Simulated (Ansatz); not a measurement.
A generator proposed this cell of Hf₅Te.

```xyz
6
Lattice="5.1619 0.0000 0.0000 0.0000 5.1619 0.0000 0.0000 0.0000 6.1503" Properties=species:S:1:pos:R:3 pbc="T T T"
Hf    3.6934    3.6934    3.0751
Hf    1.4686    1.4686    3.0751
Hf    1.4686    3.6934    3.0751
Hf    3.6934    1.4686    3.0751
Hf    2.5810    2.5810    0.0000
Te    0.0000    0.0000    0.0000
```

All numbers below come from Ansatz, DFT PBE, scalar-relativistic, plane waves, PAW. Cutoff 420 eV; k points 4×4×4 on the computed 6-atom cell (Γ-centred); Gaussian smearing, width 0.10 eV; no spin polarisation.

The zero of energy is the elements' standard structures at the same level; no fitted shifts are applied.

Question: Estimate its pressure, forces and energy as it stands.

Answer: The pressure is 11.3 GPa (the mean over three directions, positive in compression), the largest force is 9.67 eV/Å, and the energy is +1.99 eV/atom against the elements. The shortest distance is 2.22 Å.

Question: Is it a good guess?

Answer: A poor one: relaxing gains about 1.6 eV/atom (the start's value is from the coarse mesh, so the gain is rough) in 26 ionic steps and ends at +0.44 eV/atom on the finer mesh. The symmetry stays P4/mmm (No. 123). The volume per atom shrinks by 4.2 %, from 27.3 to 26.2 Å³. The shortest distance goes from 2.22 Å (Hf–Hf) to 2.91 Å (Hf–Hf). The ratio c/a of the conventional cell changes by a factor of 0.42. Conventional cell: a = 6.821 Å, c = 3.376 Å. Hf on a site of symmetry m2m has 2 Hf at 2.91 Å, 2 Te at 2.97 Å and 6 Hf at 3.36–3.46 Å; Hf on a site of symmetry 4/mmm is surrounded by 8 Hf at 2.91 Å and 2 Hf at 3.38 Å; Te has 8 Hf at 2.97 Å and 2 Te at 3.38 Å.

The last run used a 6×6×12 mesh (in the run's order of axes) for its 6-atom cell and Gaussian smearing of 0.10 eV. Spin–orbit coupling, which can matter for Hf and Te, is left out. The reference form of Te is held partly by dispersion forces, which this level lacks. The relaxation can't lower the symmetry of the start, and the grade says only how near the guess is to its own end. Symmetry constrained the relaxation, so the result can be a saddle point. Another cell of Hf5Te relaxed alike, in R-3m, lies 0.43 eV/atom lower, so this cell isn't the stable form at this level.
